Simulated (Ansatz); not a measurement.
**ScZn (Pm-3m): elastic constants by finite strains**

Method: PBEsol, all-electron LAPW in Ansatz 0.2.0, scalar-relativistic.

Cell and atoms were relaxed beforehand by PAW with this functional.

Command line:

```sh
ansatz run input.yaml --threads 1 --pin off --max-ram 2560MiB --backend cpu --events-out ev --progress --plain --runs-dir out
```

Input file:

```yaml
crystal:
  lattice:
    - [3.3013801843, 0.0, 0.0]
    - [0.0, 3.3013801843, 0.0]
    - [0.0, 0.0, 3.3013801843]
  atoms:
    - { symbol: Sc, position: [0.0, 0.0, 0.0] }
    - { symbol: Zn, position: [0.5, 0.5, 0.5] }
kpoints:
  mp_grid: { grid: [14, 14, 14] }
scf:
  occupations: { method: fermi_dirac, width: 0.05 }
hamiltonian:
  xc: pbesol
  pseudopotentials: { kind: all_electron, lapw: { basis_error: 0.0005 } }
elastic:
  mode: relaxed_ion
  stencil: two_point
  amplitude: 0.008
```

Output:

```
Warning: RAYON_NUM_THREADS=1 ignored (pool sized by the plan → 1); use --threads N
LAPW: plane waves up to 8.170 Å⁻¹, error target 5.0e-4 eV per atom; small_component_spin mean_spin; Sc in spheres of 1.374 Å, 11 of its electrons in bands, Dirac shells []; Zn in spheres of 1.400 Å, 20 of its electrons in bands, ...
Engine: ansatz 0.2.0, x86_64-unknown-linux-gnu
Pseudopotentials: kind: all_electron
Pseudopotential: Sc, LAPW, valence charge 11, lapw/all_electron/scalar/gaussian/Sc, Koelling and Harmon's equation, gaussian nucleus
Pseudopotential: Zn, LAPW, valence charge 20, lapw/all_electron/scalar/gaussian/Zn, Koelling and Harmon's equation, gaussian nucleus
Functional definition: PBEsol
  exchange = pbesol_x
  correlation = pbesol_c
Crystal: 2 atoms, lattice volume = 35.982 Å³
Basis set: ecut = 254.32216859250426 eV, 341 PW (Γ), exchange–correlation at level 2
Bands: 20, of which v1, the nominal top of the filled ones, is band 16 counted from 1 (15 counted from 0)
Symmetry: 48 space group operations
Space group: Pm-3m (ITA 221), of the structure as read, at distance tolerance 3.3e-5 Å
k-points: 120 of 2744
Non-local potential: Sc, projectors of the file, none
Non-local potential: Zn, projectors of the file, none
Initial density: superposition of atomic densities (chi_scale 0.1, normalization cell, long waves kept (reshape's long-wave potential 0.00 eV rms))
Initial wavefunctions: plane waves of lowest kinetic energy (no species holds an atomic orbital)
Functional: x = pbesol(κ = 0.804, μ = 0.12345679012345678), c = pbesol(β = 0.046)
iter 1 solved again at ethr=2.71e-4 eV; its pass at ethr=1.00e-1 eV (dr2=8.39e-2 eV) is discarded
SCF iter   1: F=—  HF=-69607.205757 eV  |F-HF|=—  |Δ(HF+E_count)|=         —  Δρ=1.81e-2  dr2=8.43e-2  ethr=2.71e-4  ⟨swp⟩=2.8  Hψ=16246  notcnv=0
preconditioner: auto → none  [metal: Δε(μ)=0.009 eV  Ē_g=13.549 eV  σ=0.050 eV  W_gap=0.04  n_scr=6 (ndim 8)  ℏωp=28.4 eV  f_vac=0.000  D(μ)=1.92/eV (n_scr^D=18)  sad-step TF]
SCF iter   2: F=—  HF=-69607.149279 eV  |F-HF|=—  |Δ(HF+E_count)|=   5.65e-2  Δρ=1.05e-2  dr2=7.52e-2  ethr=2.71e-4  ⟨swp⟩=3.0  Hψ=8276  notcnv=0
SCF iter   3: F=—  HF=-69606.826837 eV  |F-HF|=—  |Δ(HF+E_count)|=   3.22e-1  Δρ=5.53e-3  dr2=8.62e-3  ethr=2.43e-4  ⟨swp⟩=3.0  Hψ=7889  notcnv=0
SCF iter   4: F=—  HF=-69606.820967 eV  |F-HF|=—  |Δ(HF+E_count)|=   5.87e-3  Δρ=2.26e-3  dr2=2.05e-3  ethr=2.78e-5  ⟨swp⟩=2.0  Hψ=7076  notcnv=0
iter 5 solved again at ethr=1.88e-7 eV; its pass at ethr=6.61e-6 eV (dr2=5.82e-5 eV) is discarded
SCF iter   5: F=—  HF=-69606.820386 eV  |F-HF|=—  |Δ(HF+E_count)|=   5.81e-4  Δρ=4.62e-4  dr2=5.82e-5  ethr=1.88e-7  ⟨swp⟩=2.0  Hψ=11890  notcnv=0
SCF iter   6: F=—  HF=-69606.820393 eV  |F-HF|=—  |Δ(HF+E_count)|=   6.44e-6  Δρ=9.60e-5  dr2=6.46e-6  ethr=1.88e-7  ⟨swp⟩=2.1  Hψ=7091  notcnv=0
SCF iter   7: F=—  HF=-69606.820376 eV  |F-HF|=—  |Δ(HF+E_count)|=   1.65e-5  Δρ=9.02e-6  dr2=2.60e-8  ethr=2.08e-8  ⟨swp⟩=3.0  Hψ=7285  notcnv=0
SCF iter   8: F=—  HF=-69606.820376 eV  |F-HF|=—  |Δ(HF+E_count)|=   1.09e-8  Δρ=1.77e-6  dr2=7.28e-10  ethr=8.39e-11  ⟨swp⟩=3.0  Hψ=7700  notcnv=0
[... 55 lines left out ...]
SCF iter   3: F=—  HF=-69606.819845 eV  |F-HF|=—  |Δ(HF+E_count)|=   5.16e-7  Δρ=8.72e-6  dr2=2.26e-8  ethr=7.30e-11  ⟨swp⟩=2.4  Hψ=45485  notcnv=0
SCF iter   4: F=—  HF=-69606.819845 eV  |F-HF|=—  |Δ(HF+E_count)|=   4.32e-8  Δρ=6.41e-6  dr2=2.82e-8  ethr=7.29e-11  ⟨swp⟩=3.0  Hψ=29695  notcnv=0
SCF iter   5: F=—  HF=-69606.819845 eV  |F-HF|=—  |Δ(HF+E_count)|=   4.43e-8  Δρ=2.04e-6  dr2=2.52e-9  ethr=7.29e-11  ⟨swp⟩=2.0  Hψ=26902  notcnv=0
SCF iter   6: F=—  HF=-69606.819845 eV  |F-HF|=—  |Δ(HF+E_count)|=   2.10e-9  Δρ=4.45e-7  dr2=4.15e-11  ethr=8.12e-12  ⟨swp⟩=2.3  Hψ=27028  notcnv=0
SCF iter   7: F=—  HF=-69606.819845 eV  |F-HF|=—  |Δ(HF+E_count)|=  1.31e-10  Δρ=6.32e-8  dr2=8.30e-13  ethr=1.51e-12 (applied; sched 1.00e-12)  ⟨swp⟩=2.0  Hψ=26885  notcnv=0
SCF iter   8: F=-69606.819845 eV  HF=-69606.819845 eV  |F-HF|=2.91e-11  |Δ(HF+E_count)|=  5.82e-11  Δρ=7.11e-9  dr2=7.84e-15  ethr=1.51e-12 (applied; sched 1.00e-12)  ⟨swp⟩=2.0  Hψ=26885  notcnv=0
SCF 5 converged in 8 iterations: F = -69606.819845 eV  dr2 = 7.84e-15
SCF converged after 11 iterations
Free energy (F): -69606.820376 eV
Harris-Foulkes:  -69606.820376 eV  (|F-HF|=4.37e-11)
Internal energy: -69606.804277 eV  (E = F + TS)
E sigma→0 (E₀):  -69606.812326 eV
Entropy (-TS):   -0.016100 eV (-8.050 meV/atom)
Fermi energy:    12.372377 eV
--- Per-component energies (eV) ---
  E_band       = -696.723169
  E_kinetic    = 70678.317583
  E_xc         = -2950.286753
  E_electrostatic = -137334.835107  (all electrons and nuclei)
  E_smearing   = -0.016100  (= −TS)
  E_closure    = 0.000000  (closes the sum)
  Σ components = -69606.820376   (vs F -69606.820376, Δ=0.00e0)
  Basis errors (estimates in eV, not in F): energy 1.0e-4 per atom: plane waves 8.5e-5 (4.6e-5 summed), levels above the bands 2.1e-36, relativity 5.4e-9, radial functions 1.7e-5, core shells 6.6e-7; eigenvalues (radial functions ...
--- Forces (eV/Å), atoms counted from 1 ---
  atom   1  Sc    -0.00000000     0.00000000     0.00000000
  atom   2  Zn     0.00000000     0.00000000     0.00000000
  max |Σ_I F_I| component: 4.08e-30 eV/Å
--- Stress (GPa, compression-positive) ---
       -0.012975      -0.000000       0.000000
       -0.000000      -0.012975       0.000000
        0.000000       0.000000      -0.012975
  P = ⅓ Tr σ = -0.0130 GPa (-0.130 kbar)
--- Elastic constants: 2 strain directions × 2 members + reference (group order 48) ---
  dense FFT box of the reference and of every strained cell: 18×18×18
  strains applied: 11, 23; error gains: componentwise 1.00 (the most a stress slope's error grows in a printed constant), spectral 1.73 (1 for all six strains in a standard setting)
  C = ∂σ_k/∂η_j (tension-positive GPa; Voigt order 11 22 33 23 13 12):
       119.197     65.684     65.684     -0.000     -0.000     -0.000
        65.684    119.197     65.684     -0.000     -0.000     -0.000
        65.684     65.684    119.197     -0.000     -0.000     -0.000
         0.000      0.000     -0.000     73.888      0.000     -0.000
        -0.000     -0.000      0.000      0.000     73.888      0.000
         0.000     -0.000     -0.000      0.000      0.000     73.888
  reference stress σ⁰ (GPa):      0.013      0.013      0.013      0.000      0.000      0.000
  no Pulay correction (none for the plane-wave cutoff is built on LAPW): the batch's stresses and constants are at fixed plane waves
  C* (energy form; C + prestress term) asymmetry max|C*_kj − C*_jk| = 1.421e-14 GPa — a small one proves nothing (zero by symmetry where the batch's group is 432, −43m or m−3m); a large one is finite-difference/SCF noise where ...
  moduli (Voigt/Reuss/Hill, GPa): K = 83.52/83.52/83.52   G = 55.04/43.35/49.19   E = 123.36   ν = 0.254
  mechanically stable: yes (min eigenvalue of sym C = 53.51 GPa)
  where every solve meets its electron count the energy-path curvature estimates C_jj along a normal strain and C_jj − ¼(σ⁰_aa + σ⁰_bb) along a shear (ab), closely only under elastic.basis: deformed
  strain η (Voigt 11):  stress-route row diagonal C_11 = 119.20 GPa, energy-path curvature d²(F+E_count)/dδ²/Ω₀ = 119.22 GPa
         δ    σ_11 (GPa)             F (eV)   n_scf  n_hpsi   n_pw
    -8.000e-3      -0.9666      -69606.8195269       8  186024    341   relax 0 steps, max|allowed force component| 1.97e-31 eV/Å
     8.000e-3       0.9405      -69606.8195117       8  186286    341   relax 0 steps, max|allowed force component| 1.97e-31 eV/Å
  strain η (Voigt 23):  stress-route row diagonal C_44 = 73.89 GPa, energy-path curvature d²(F+E_count)/dδ²/Ω₀ = 73.91 GPa
         δ    σ_23 (GPa)             F (eV)   n_scf  n_hpsi   n_pw
    -8.000e-3      -0.5911      -69606.8198449       8  296952    341   relax 0 steps, max|allowed force component| 3.94e-31 eV/Å
     8.000e-3       0.5911      -69606.8198449       8  296592    341   relax 0 steps, max|allowed force component| 4.44e-31 eV/Å
```

The run converged.

### Elastic constants

Elastic constants of a crystal by Kohn-Sham DFT: slopes of the stress over finite engineering strains of the given cell, Voigt indices, Cartesian axes as in the input.

* Pressure at rest: -0.013 GPa
* Least elastic eigenvalue: 53.51 GPa
* Elastically stable: yes

```tsv
index	elastic (GPa)
11	119.2
12	65.68
44	73.89
```

Elastic moduli:

Hill averages of a grain aggregate, Debye temperature from the mean sound speed over directions.

| Quantity | Value |
| --- | --- |
| Bulk modulus | 83.52 GPa |
| Shear modulus | 49.19 GPa |
| Young modulus | 123.4 GPa |
| Poisson ratio | 0.2538 |
| Bulk over shear modulus | 1.698 |
| Elastic anisotropy index | 1.348 |
| Least young modulus | 72.53 GPa |
| Largest young modulus | 171.2 GPa |
| Longitudinal sound speed | 5411 m/s |
| Transverse sound speed | 3108 m/s |
| Elastic debye temperature | 384.5 K |
| Linear compressibility (x, y, z) | 3.991, 3.991, 3.991 1/TPa |
| Zener ratio | 2.761 |
| Cauchy pressure | -8.2 GPa |

**Strained cells**

Stress of each strained cell less that at rest, tension positive.

| strain component | strain | stress xx (GPa) | stress yy (GPa) | stress zz (GPa) | stress yz (GPa) | stress xz (GPa) | stress xy (GPa) | relaxation steps |
| --- | --- | --- | --- | --- | --- | --- | --- | --- |
| xx | -0.008 | -0.9796 | -0.5344 | -0.5344 | 0 | 0 | 0 | 0 |
| xx | 0.008 | 0.9275 | 0.5166 | 0.5166 | 0 | 0 | 0 | 0 |
| yz | -0.008 | -0.0066 | -0.0049 | -0.0049 | -0.5911 | 0 | 0 | 0 |
| yz | 0.008 | -0.0066 | -0.0049 | -0.0049 | 0.5911 | 0 | 0 | 0 |

Limits of these numbers: responses of metals move with mesh and smearing.

It took 2.4 min on 1 thread of Intel(R) Xeon(R) 6975P-C (Granite Rapids), on a shared host, peak memory 1.2 GiB.
